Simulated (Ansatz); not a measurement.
The start is a relaxed LiCl cell with every coordinate shifted by Gaussian noise of σ = 0.45 Å. The cell and all atomic positions are relaxed at zero pressure with r2SCAN (plane waves to 500 eV, PAW, scalar-relativistic; Ansatz, a program for electronic structure). The first steps use a coarse 8×8×8 k-mesh.

Initial structure:
```
LiCl
1.0
    0.00000     2.55614     2.55614
    2.55614     0.00000     2.55614
    2.55614     2.55614     0.00000
Cl Li
1 1
Cartesian
  0.73695  -0.35648  -0.01911
  2.93855   2.65132   2.01601
```

### Question
How large is the pressure on the unrelaxed cell, and of which sign?

### Answer
+6.4 GPa (positive: the cell is compressed).

### Question
How much energy is released per atom?

### Answer
0.13 eV/atom.

### Question
How do the shortest distances between atoms change?

### Answer
The closest pairs of elements (up to four, under 3.6 Å), start → end: Cl–Li 2.11 → 2.56 Å.

### Question
What band gap does the relaxed structure have at this level?

### Answer
7.29 eV, direct (no spin-orbit coupling).

It ends as:

Space group Fm-3m (No. 225); a = 5.113 Å, b = 5.113 Å, c = 5.113 Å, α = 90.00°, β = 90.00°, γ = 90.00°

| atom | site | symmetry | x | y | z |
|---|---|---|---|---|---|
| Cl | 4b | m-3m | 0.5000 | 0.5000 | 0.5000 |
| Li | 4a | m-3m | 0.0000 | 0.0000 | 0.0000 |
(The calculation used a cell of 2 atoms; values per cell refer to that cell.)

Final values are on a 11×11×11 k-mesh of the relaxed cell. No spin polarisation in the result.
